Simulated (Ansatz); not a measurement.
Ba$_{3}$MgNb$_{2}$O$_{9}$ in space group P-3m1 (No. 164; Pearson symbol hP15), plane-wave PAW PBEsol (Ansatz code). The conduction-band minimum lies at Γ, with 1 equivalent valley. Second derivatives d²E/dk² of the lowest band at one valley (eV·Å²), along Cartesian directions:

| direction | d²E/dk² |
|---|---|
| [100] | 11.93 |
| [010] | 11.93 |
| [001] | 7.914 |
| [110] | 11.93 |
| [101] | 9.908 |
| [011] | 9.916 |

Question: Find the principal effective masses, the density-of-states mass and the conductivity mass.

Answer: Off-diagonal terms follow from H_xy = H[110] − (H_xx + H_yy)/2, and m*/mₑ = 7.620 eV·Å² over each eigenvalue: 0.64, 0.64, 0.96. One valley's DOS mass (m₁m₂m₃)^(1/3) = 0.73, conductivity mass 3/(Σ 1/mᵢ) = 0.72 mₑ.

Question: What effective density of states Nc follows at 300 K for parabolic valleys?

Answer: Nc = 2.509e19 × 1 × (0.73)^(3/2) ≈ 1.6e19 cm⁻³.

Question: With the computed static dielectric constant 40.9 (mean of the diagonal), estimate a hydrogenic donor's binding energy and radius.

Answer: E = 13.606 eV × 0.72/40.9² ≈ 5.9 meV; a = 0.529 Å × ε/m* ≈ 30 Å. Semilocal masses tend to be too small when the gap is underestimated.

The first step of the workflow began from a Materials Project structure, measured or hypothetical; the Crystallography Open Database files this formula in space group No. 164, but the cells were not matched. Its standing as an ambient phase is unchecked. The PBEsol relaxation kept the symmetry of its start; whether a distortion lowers the energy is not shown. The run is not spin-polarised. Spin–orbit coupling is left out wherever it is not named.

Potentials: the later of the program's two PAW sets.
